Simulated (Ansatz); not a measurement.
YSe, relaxed from a PbO-type start to space group Pm-3m (read at 0.02 Å)

Method: PBEsol, scalar-relativistic; no spin polarisation; PAW, 420 eV, 6×6×10 k-mesh, Gaussian smearing of 0.05 eV; code Ansatz; PAW files: Ansatz's generated set soft_2.

```
Y Se
1.0
     4.94317    0.00000    0.00000
     0.00000    4.94317    0.00000
     0.00000    0.00000    3.50234
Y Se
2 2
Cartesian
  2.4716 0.0000 1.7512
  0.0000 2.4716 1.7512
  0.0000 0.0000 0.0000
  2.4716 2.4716 0.0000
```

This is a trial structure; measured cells of the compound in the Crystallography Open Database are in space group Fm-3m (rock salt).

The cell above was scaled in volume, and shape and atoms were relaxed at each volume within its symmetry. Energies are counted from the cell above.

Cell and atoms are those of this level's equilibrium.

```
V (Å³/atom)  ΔE (meV/atom)  P from the stress (GPa)
     20.539           9.97                     3.88
     20.967           2.40                     1.84
     21.395           0.00                     0.00
     21.823           2.24                    -1.65
     22.251           8.66                    -3.14
```

Do the energies and the pressures agree? Compare −ΔE/ΔV between neighbouring points (1 meV/Å³ = 0.1602 GPa) with the mean of their pressures.

```json
{"interval (Å³/atom)": "20.54 to 20.97", "−ΔE/ΔV (GPa)": "2.8", "mean P (GPa)": "2.9"}
{"interval (Å³/atom)": "20.97 to 21.39", "−ΔE/ΔV (GPa)": "0.9", "mean P (GPa)": "0.9"}
{"interval (Å³/atom)": "21.39 to 21.82", "−ΔE/ΔV (GPa)": "-0.8", "mean P (GPa)": "-0.8"}
{"interval (Å³/atom)": "21.82 to 22.25", "−ΔE/ΔV (GPa)": "-2.4", "mean P (GPa)": "-2.4"}
```
They differ by 0.02 GPa at most.

What do the two routes give for V0, B0 and B0′?

A third-order Birch–Murnaghan fit of the energies: V0 = 21.39 Å³/atom, B0 = 87 GPa, B0′ = 4.3. A polynomial of P in ln V, with B = −dP/d ln V at P = 0: V0 = 21.39 Å³/atom, B0 = 87 GPa, B0′ = 4.3.

B0·V0 = 86.8 GPa × 21.39 Å³ = 11.60 eV/atom sets the scale: near the minimum ΔE ≈ ½ B0 V0 x², with x = V/V0 − 1, and a pressure of 0.9 GPa squeezes the volume by about 1 %. At the ends of the curve: x = −4.0 % predicts 9.3 meV/atom and the run gives 10.0; x = +4.0 % predicts 9.3 meV/atom and the run gives 8.7. Compression costs more and expansion less than the parabola says, since the crystal stiffens as it shrinks; B0′ measures that. The run is a metal.
